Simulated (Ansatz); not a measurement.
The geometry is COD entry 9008517, unchecked; take it as a test cell. The listed cell was then made from it by scaling, straining or moving an atom.

An input for Ti: DFT, PBEsol, all-electron PAW with datasets made for the crystal, scalar-relativistic (Ansatz 0.2.0).

Command: `ansatz run input.yaml --threads 1 --pin off --max-ram 3072MiB --backend cpu --events-out ev --progress --plain --runs-dir out` The run took 8.8 s on 1 thread of Intel(R) Xeon(R) 6975P-C (Granite Rapids) (shared host), peak memory 0.48 GiB.

```yaml
crystal:
  lattice:
    - [2.9499978604, 0.0, 0.0]
    - [-1.4749989302, 2.5547730882, 0.0]
    - [0.0, 0.0, 4.73286]
  atoms:
    - { symbol: Ti, position: [0.3333333333, 0.6666666667, 0.25] }
    - { symbol: Ti, position: [0.6666666667, 0.3333333333, 0.75] }
kpoints:
  mp_grid: { grid: [14, 14, 8] }
scf:
  occupations: { method: fermi_dirac, width: 0.05 }
hamiltonian:
  xc: pbesol
  pseudopotentials: { kind: all_electron, datasets: crystal }
output:
  forces: true
  stress: true
  eigenvalues: true
  efg: { contact_densities: true }
```

Set-up and iterations as logged by Ansatz (the results part is left out, to be predicted):

```
hamiltonian.pseudopotentials.datasets: crystal makes datasets for this crystal and solves the spheres of its atoms anew in each pass: cutoff 260.0 eV, the density's 1040.0 eV; for an error of 0.50 meV an atom under PBE, 1.0 meV for the cell; an energy difference from a run of another recipe may be off by several times the error for the cell, under r2SCAN by more, where some 0.1 meV an atom stays at smaller errors; Ti in spheres of 1.376 Å, 4 of its electrons in bands, 8 on its site; only band paths and densities of states list, in semicore columns, the levels of the semicore shells that are solved separately: 3s of Ti, 3p of Ti
band count auto-derived: 13 (N_el = 8.0; filled up to band 4; 8 by the electrons, moments and atoms)
Engine: ansatz 0.2.0
Pseudopotentials: kind: all_electron
Pseudopotential: Ti, paw, valence charge 12, recommended cutoff 260 eV (normal), Koelling and Harmon's equation, gaussian nucleus
Functional definition: PBEsol
  exchange = pbesol_x
  correlation = pbesol_c
Crystal: 2 atoms, lattice volume = 35.670 Å³
Basis set: ecut = 260 eV, 313 PW (Γ), exchange–correlation on 32×32×50 points (8 copies of the dense FFT grid, shifted against one another)
Bands: 13, of which v1, the nominal top of the filled ones, is band 4 counted from 1 (3 counted from 0)
Symmetry: 24 space group operations
Space group: P63/mmc (ITA 194), of the structure as read, at distance tolerance 3.3e-5 Å
k-points: 120 of 1568
Non-local potential: Ti, projectors of the file, l = 0: 1, l = 1: 1, l = 2: 2
PAW form: soft (Blöchl's): semilocal exchange-correlation on the pseudo side does not see the compensation charge
PAW one-centre angular grid: Ti, 590 points (default); XC on its mesh's 1951 points in the sphere
Initial density: superposition of atomic densities (neutral atoms: chi_scale 0, normalization atom)
Initial wavefunctions: pseudopotential atomic-orbital guess
Functional: x = pbesol(κ = 0.804, μ = 0.12345679012345678), c = pbesol(β = 0.046)
iter 1 solved again at ethr=2.00e-2 eV; its pass at ethr=1.00e-1 eV (dr2=1.60e0 eV) is discarded
SCF iter   1: F=—  HF=-46415.627870 eV  |F-HF|=—  |Δ(HF+E_count)|=         —  Δρ=6.56e-2  dr2=1.60e0  ethr=2.00e-2  ⟨swp⟩=2.0  Hψ=9723  notcnv=0
SCF iter   2: F=—  HF=-46415.184180 eV  |F-HF|=—  |Δ(HF+E_count)|=   4.44e-1  Δρ=2.38e-2  dr2=2.17e-1  ethr=2.00e-2  ⟨swp⟩=2.0  Hψ=3121  notcnv=0
iter 3 solved again at ethr=5.79e-5 eV; its pass at ethr=2.71e-3 eV (dr2=4.64e-3 eV) is discarded
SCF iter   3: F=—  HF=-46415.104124 eV  |F-HF|=—  |Δ(HF+E_count)|=   8.01e-2  Δρ=4.22e-3  dr2=4.63e-3  ethr=5.79e-5  ⟨swp⟩=2.7  Hψ=8385  notcnv=0  defer=6
SCF iter   4: F=—  HF=-46415.101461 eV  |F-HF|=—  |Δ(HF+E_count)|=   2.66e-3  Δρ=6.21e-4  dr2=9.03e-5  ethr=5.78e-5  ⟨swp⟩=3.0  Hψ=3702  notcnv=0  defer=2
SCF iter   5: F=—  HF=-46415.102114 eV  |F-HF|=—  |Δ(HF+E_count)|=   6.53e-4  Δρ=3.64e-4  dr2=3.69e-5  ethr=1.13e-6  ⟨swp⟩=3.0  Hψ=4024  notcnv=0  defer=1
SCF iter   6: F=—  HF=-46415.102112 eV  |F-HF|=—  |Δ(HF+E_count)|=   2.25e-6  Δρ=3.70e-5  dr2=3.48e-7  ethr=4.61e-7  ⟨swp⟩=2.2  Hψ=2174  notcnv=0  defer=1
SCF iter   7: F=-46415.102112 eV  HF=-46415.102112 eV  |F-HF|=2.27e-8  |Δ(HF+E_count)|=   2.52e-7  Δρ=9.10e-6  dr2=3.13e-8  ethr=4.35e-9  ⟨swp⟩=3.1  Hψ=2727  notcnv=0  defer=1
```

**Question.** What pressure will this run report?

**Answer.** -6.85 GPa (positive in compression).
